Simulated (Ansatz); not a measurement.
# CuSe2 (Pnnm): electronic heat capacity and spin susceptibility from the density of states

All numbers below come from DFT r2SCAN, scalar-relativistic, plane waves, PAW (Ansatz).

Plane waves to 500 eV, a k mesh through Γ of 8×6×10 on the computed 6-atom cell and Gaussian smearing (0.10 eV); no spin polarisation.

Relaxed cell: Pnnm, a = 5.037 Å, b = 6.179 Å, c = 3.771 Å, α = 90.00°, β = 90.00°, γ = 90.00°, 6 atoms in the primitive cell.

The density of states at the Fermi level is 2.961 states/eV in the cell of 6 atoms (2 formula units; both spins, tetrahedra on a 12×9×15 mesh).

**Question.** What Sommerfeld coefficient and Pauli susceptibility does this give?

**Answer.** Per formula unit N(E_F) = 1.480 states/eV. γ = (π²/3) k_B² N(E_F) N_A = 2.357 mJ/(mol K²) per state/eV, so γ = 3.5 mJ/(mol K²), a mole of formula units. χ_P = μ_B² N(E_F) N_A = 3.23×10⁻⁵ emu/mol per state/eV gives 4.8×10⁻⁵ emu/mol. This is the bare band result: a measured γ of the same phase is as a rule larger by a factor 1 + λ from phonons and spin fluctuations, the spin part of χ is larger by the Stoner factor, and a measured χ also holds orbital and core terms. N(E_F) at one energy is sensitive to the mesh where the density of states has sharp peaks.

A ferromagnetic start lost its moments in a first run, so spin was left out; other magnetic orders weren't tried.

Cost: 1 run of about 6.8 core-minutes, on Arm Neoverse V2 (shared hosts).